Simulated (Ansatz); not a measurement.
InP:
```
InP
1.0
    7.27219     0.00000     0.00000
    0.00000     7.27219     0.00000
    0.00000     0.00000     7.27219
In P
6 6
Direct
  0.25000   0.00000   0.50000
  0.50000   0.25000   0.00000
  0.50000   0.75000   0.00000
  0.75000   0.00000   0.50000
  0.00000   0.50000   0.75000
  0.00000   0.50000   0.25000
  0.25000   0.50000   0.00000
  0.00000   0.25000   0.50000
  0.00000   0.75000   0.50000
  0.75000   0.50000   0.00000
  0.50000   0.00000   0.75000
  0.50000   0.00000   0.25000
```

Relaxed with r²SCAN. Special points in fractions of this cell's reciprocal vectors: Γ (0.000, 0.000, 0.000); X (0.000, 0.500, 0.000); M (0.500, 0.500, 0.000); R (0.500, 0.500, 0.500).

Task: List the band energies nearest the valence-band maximum at these points for DFT-r²SCAN with spin–orbit coupling in the program Ansatz with PAW potentials.

Result: In eV from the valence-band maximum; about four levels below and three above (degenerate sets whole), none deeper than 8.9 eV; points with the same levels are listed once.

```
k                                            below                                    above
-  -----------------------------------------------  ---------------------------------------
Γ                              0.00 0.00 0.00 0.00            1.03 1.03 1.61 1.61 1.61 1.61
X                          -0.32 -0.32 -0.32 -0.32                      1.56 1.56 1.56 1.56
M                          -0.84 -0.84 -0.36 -0.36                      2.26 2.26 2.30 2.30
R  -1.39 -1.39 -1.39 -1.39 -1.39 -1.39 -1.39 -1.39  3.41 3.41 3.41 3.41 3.41 3.41 3.41 3.41
```

Space group Pm-3n. The start of the workflow was typed in or built on a structure type; neither database checked (COD, Materials Project) lists it. It is not the phase usual at ambient conditions (space group No. 216). The cell was relaxed with r²SCAN under the symmetry of its start; whether a distortion lowers the energy is not shown. The volume moved by 28 % from the start of the relaxation.

Potentials: the later of the program's two PAW sets.
